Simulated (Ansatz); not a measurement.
Lu (hcp (Mg type), P6_3/mmc) under volume change, the program Ansatz at the r²SCAN+D4 level (PAW), shape and atoms relaxed at each volume.

```tsv
V (Å³/atom)	E − E(relaxed) (meV/atom)	P (GPa)
26.218	___	___
27.083	16.5	3.19
27.947	3.9	1.49
28.811	0.0	0.00
29.676	3.6	-1.32
30.540	___	___
31.404	30.2	-3.51
```

Question: Some entries are withheld; supply them.

Answer: 
- 30.540, E − E(relaxed) (meV/atom): 14.0
- 30.540, P (GPa): -2.49
- 26.218, E − E(relaxed) (meV/atom): 38.8
- 26.218, P (GPa): 5.14

Question: What does a third-order Birch–Murnaghan fit give for V₀, B₀ and B′?

Answer: V₀ = 28.81 Å³/atom, B₀ = 46.9 GPa, B′ = 3.3.

Symmetry was held in the r²SCAN+D4 relaxation. The pairwise dispersion correction was not fitted to metals. Scalar-relativistic: spin–orbit coupling is off unless named, which matters more the heavier the elements.

Potentials: the later of the program's two PAW sets.
